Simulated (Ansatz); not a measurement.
InMo$_{3}$C:
```yaml
crystal:
  lattice:
    - [4.17236, 0.00000, 0.00000]
    - [0.00000, 4.17236, 0.00000]
    - [0.00000, 0.00000, 4.17236]
  atoms:
    - { symbol: In, position: [0.00000, 0.00000, 0.00000] }
    - { symbol: Mo, position: [0.00000, 0.50000, 0.50000] }
    - { symbol: Mo, position: [0.50000, 0.00000, 0.50000] }
    - { symbol: Mo, position: [0.50000, 0.50000, 0.00000] }
    - { symbol: C, position: [0.50000, 0.50000, 0.50000] }
```

Relaxed with PBEsol. Special points in fractions of this cell's reciprocal vectors: Γ (0.000, 0.000, 0.000); X (0.000, 0.500, 0.000); M (0.500, 0.500, 0.000); R (0.500, 0.500, 0.500).

Question: List the band energies nearest the Fermi level at these points for PBEsol (plane waves, PAW; program Ansatz).

Answer: In eV from the Fermi level; about four levels below and three above (degenerate sets whole), none deeper than 8.9 eV; points with the same levels are listed once.

```json
[
 {"k": "Γ", "below": "-3.07 -3.07 -2.04 -2.04 -2.04", "above": "0.40 0.40 0.40"},
 {"k": "X", "below": "-3.03 -3.03 -1.54 -0.75 -0.31", "above": "0.25 0.25 0.61"},
 {"k": "M", "below": "-1.22 -1.22 -1.21 -1.21", "above": "0.07 0.48 0.91"},
 {"k": "R", "below": "-1.27 -1.27 -1.27 -1.08 -1.08 -1.08", "above": "1.06 1.06 2.91 2.91 2.91"}
]
```

Space group Pm-3m (anti-perovskite). The start of the workflow was typed in or built on a structure type; neither database checked (COD, Materials Project) lists it. Its standing as an ambient phase is unchecked. The PBEsol relaxation kept the symmetry of its start; whether a distortion lowers the energy is not shown. No spin polarisation was allowed. Scalar-relativistic: spin–orbit coupling is off unless named, which matters more the heavier the elements.

Potentials: the later of the program's two PAW sets.
